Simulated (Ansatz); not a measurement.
The relaxed structure here is a generated cell of Pd: the first start was made by placing the elements on the sites of a structure type, and the end was not matched to a known phase here, so it may be hypothetical. Known forms of Pd include space group No. 225.

One starting cell of Pd (a generated cell, Pd placed in the AFLOW prototype A_cI16_220_c (as in Li)) was relaxed twice with Ansatz (plane waves, PAW, scalar-relativistic): with PBEsol at 420 eV and with PBE at 420 eV. The PBEsol result:

```
Pd
1.0
   -3.08411     3.08411     3.08411
    3.08411    -3.08411     3.08411
    3.08411     3.08411    -3.08411
Pd
8
Cartesian
  1.49942   1.49942   1.49942
 -1.49942   1.58469   1.49942
  1.58469   1.49942  -1.49942
  1.49942  -1.49942   1.58469
  3.04147   3.04147   3.04147
  0.04264   3.12674  -0.04264
  3.12674  -0.04264   0.04264
 -0.04264   0.04264   3.12674
```

```json
[
 {"quantity": "space group", "PBEsol": "I-43d", "PBE": "I-43d"},
 {"quantity": "volume (Å³/atom)", "PBEsol": "14.67", "PBE": "___"},
 {"quantity": "a (Å)", "PBEsol": "6.168", "PBE": "___"},
 {"quantity": "gap (eV, no spin-orbit coupling)", "PBEsol": "0.00", "PBE": "___"}
]
```

### Question
What does PBE give for the same quantities?

### Answer

- volume (Å³/atom), PBE: 15.45
- a (Å), PBE: 6.276
- gap (eV, no spin-orbit coupling), PBE: 0.00

Both levels end in the same structure; PBE's volume is 5.3 % larger. Neither column is exact.

No spin polarisation in the result.

The run could not lose the symmetry of its start, so the end can be a saddle point.

Ansatz is an electronic-structure program.
